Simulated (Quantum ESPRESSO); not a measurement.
Kohn-Sham bands of InN (wurtzite)

```
CELL_PARAMETERS angstrom
      3.55062     0.00000     0.00000
     -1.77531     3.07493     0.00000
      0.00000     0.00000     5.73256
ATOMIC_POSITIONS crystal
  In 0.66667 0.33333 0.50048
  In 0.33333 0.66667 0.00048
  N  0.66667 0.33333 0.87952
  N  0.33333 0.66667 0.37952
```

Cell from Materials Project (mp-22205), symmetrised, no further relaxation. COD (Crystallography Open Database) has the formula in 2 space groups, this one among them (matched by group alone). Level: PBE, no spin polarisation, no spin-orbit coupling; pw.x of Quantum ESPRESSO at 68 Ry with PseudoDojo potentials, 12×12×6 k-points, Wannier90. Density: 12×12×6 mesh, Gaussian smearing 0.01 Ry. Spin-orbit coupling is left out although heavy elements are present.

List the Kohn-Sham levels between −8 and 3.0 eV relative to the Fermi level at the high-symmetry points, as a band run of pw.x on that density gives them (levels within 2 meV counted together).


```json
[
 {"point": "Γ", "k (reciprocal lattice)": "0.000 0.000 0.000", "levels (eV)": "-5.82, -0.98 (×2), -0.35, -0.12, -0.11 (×2), 2.66"},
 {"point": "M", "k (reciprocal lattice)": "0.500 0.000 0.000", "levels (eV)": "-5.44, -4.57, -3.46, -2.40, -1.78, -0.97"},
 {"point": "K", "k (reciprocal lattice)": "0.333 0.333 0.000", "levels (eV)": "-4.67 (×2), -4.31, -2.43 (×2), -2.21"},
 {"point": "A", "k (reciprocal lattice)": "0.000 0.000 0.500", "levels (eV)": "-3.47 (×2), -0.55 (×4), 2.24 (×2)"},
 {"point": "L", "k (reciprocal lattice)": "0.500 0.000 0.500", "levels (eV)": "-5.49 (×2), -1.72 (×2), -1.64 (×2)"},
 {"point": "H", "k (reciprocal lattice)": "0.333 0.333 0.500", "levels (eV)": "-5.20 (×2), -3.38 (×2), -1.33 (×2)"}
]
```
